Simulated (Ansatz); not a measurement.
C:
Space group P6₁22 (No. 178); a = 3.5566 Å, b = 3.5566 Å, c = 3.3574 Å, α = 90.00°, β = 90.00°, γ = 120.00°

```
atom  site  symmetry       x       y       z
----  ----  --------  ------  ------  ------
C       6b       ..2  0.4648  0.2324  0.0833
```

Relaxed with PBEsol.

Q: Which orbitals make up the states near the band edges in plane-wave PAW PBEsol (Ansatz code)?

A: Top 1 eV of the valence band: C 2p 98 %. Bottom 1 eV of the conduction band: C 2p 81 %, C 2s 10 %, outside the projected shells 9 %. Projections are on Löwdin-orthogonalised atomic valence shells; empty p or d shells of many metals are not among them.

Q: Tabulate the density of states.

A: States/eV per cell of 6 atoms, in 0.25 eV bins, energy from the valence-band maximum.

```tsv
E (eV)	total	C 2p	C 2s
-7.87	1.74	1.39	0.35
-7.62	1.87	1.49	0.38
-7.37	1.80	1.42	0.37
-7.12	1.58	1.24	0.33
-6.87	1.06	0.86	0.20
-6.62	1.03	0.84	0.19
-6.37	1.44	1.17	0.27
-6.12	1.09	0.87	0.21
-5.87	0.20	0.15	0.04
-5.62	0.11	0.10	0.01
-5.37	0.69	0.62	0.07
-5.12	1.96	1.70	0.26
-4.87	2.52	2.18	0.33
-4.62	2.33	2.06	0.27
-4.37	2.38	2.12	0.25
-4.12	2.15	1.91	0.23
-3.87	2.05	1.82	0.22
-3.62	1.72	1.53	0.18
-3.37	1.82	1.63	0.18
-3.12	1.95	1.76	0.18
-2.87	1.65	1.49	0.15
-2.62	1.78	1.63	0.15
-2.37	2.11	1.94	0.17
-2.12	2.43	2.24	0.18
-1.87	2.49	2.34	0.15
-1.62	2.83	2.68	0.14
-1.37	2.68	2.54	0.13
-1.12	2.92	2.79	0.12
-0.87	2.29	2.22	0.06
-0.62	2.69	2.62	0.05
-0.37	3.52	3.45	0.06
-0.12	0.92	0.91	0.01
0.13	0.00	0.00	0.00
0.38	0.00	0.00	0.00
0.63	0.00	0.00	0.00
0.88	0.00	0.00	0.00
1.13	0.00	0.00	0.00
1.38	0.00	0.00	0.00
1.63	0.00	0.00	0.00
1.88	0.00	0.00	0.00
2.13	0.00	0.00	0.00
2.38	0.00	0.00	0.00
2.63	0.00	0.00	0.00
2.88	0.00	0.00	0.00
3.13	0.00	0.00	0.00
3.38	0.00	0.00	0.00
3.63	0.00	0.00	0.00
3.88	0.00	0.00	0.00
4.13	0.19	0.16	0.01
4.38	0.31	0.26	0.03
4.63	0.41	0.33	0.04
4.88	0.51	0.41	0.05
5.13	0.54	0.43	0.06
5.38	0.47	0.36	0.07
5.63	0.56	0.42	0.08
5.88	0.72	0.54	0.11
6.13	0.96	0.72	0.14
6.38	1.13	0.83	0.18
6.63	1.13	0.83	0.17
6.88	1.20	0.88	0.18
7.13	1.20	0.87	0.18
7.38	1.21	0.86	0.19
7.63	1.25	0.88	0.21
7.88	1.14	0.81	0.18
8.13	1.12	0.79	0.17
8.38	1.16	0.83	0.17
8.63	1.36	0.97	0.20
8.88	1.69	1.20	0.25
```

Space group P6_122. The start of the workflow was typed in or built on a structure type; neither database checked (COD, Materials Project) lists it. It is not the phase usual at ambient conditions (space group No. 194, 227). The cell was relaxed with PBEsol under the symmetry of its start; whether a distortion lowers the energy is not shown.

Potentials: the later of the program's two PAW sets.
